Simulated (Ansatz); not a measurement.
Total density of states per atom from PBE in the plane-wave PAW code Ansatz, in 0.25 eV bins, energy from the valence-band maximum:

```
E (eV) | states/eV/atom
    -7.85 |  0.00
    -7.60 | ### 0.82
    -7.35 | ############################## 8.63
    -7.10 | ########################### 7.71
    -6.85 | ###### 1.71
    -6.60 | #### 1.12
    -6.35 |  0.00
    -6.10 |  0.00
    -5.85 |  0.00
    -5.60 |  0.00
    -5.35 |  0.00
    -5.10 |  0.00
    -4.85 |  0.00
    -4.60 |  0.00
    -4.35 |  0.00
    -4.10 |  0.01
    -3.85 | ### 0.97
    -3.60 | #### 1.04
    -3.35 | ## 0.66
    -3.10 | # 0.38
    -2.85 | # 0.27
    -2.60 | # 0.30
    -2.35 | ## 0.63
    -2.10 | ## 0.58
    -1.85 | ### 0.88
    -1.60 | ### 0.95
    -1.35 | #### 1.06
    -1.10 | ##### 1.58
    -0.85 | ##### 1.31
    -0.60 | ### 0.80
    -0.35 | ## 0.45
    -0.10 | # 0.16
     0.15 |  0.00
     0.40 |  0.00
     0.65 |  0.00
     0.90 |  0.00
     1.15 |  0.00
     1.40 |  0.00
     1.65 |  0.01
     1.90 |  0.02
     2.15 |  0.04
     2.40 |  0.05
     2.65 |  0.08
     2.90 | # 0.15
     3.15 | # 0.23
     3.40 | ## 0.55
     3.65 | ## 0.60
     3.90 | ### 0.72
     4.15 | ### 0.75
     4.40 | ## 0.43
     4.65 | # 0.29
     4.90 |  0.10
     5.15 | # 0.23
     5.40 | ##### 1.34
     5.65 | ### 0.94
     5.90 | ### 0.79
```

Which compound is it?
(A) BeS, CsCl type
(B) CdS, wurtzite
(C) CdO, rock salt
(D) CdTe, zinc blende

B, CdS, wurtzite. Top 1 eV of the valence band: S 3p 90 %, Cd 4d 6 %. Bottom 1 eV of the conduction band: Cd 5s 56 %, S 3p 21 %, S 3s 20 %. Projections are on Löwdin-orthogonalised atomic valence shells; empty p or d shells of many metals are not among them.

Space group P6_3mc (wurtzite). Symmetry was held in the PBE relaxation. Spin–orbit coupling is left out wherever it is not named.

Potentials: the earlier of the program's two PAW sets.
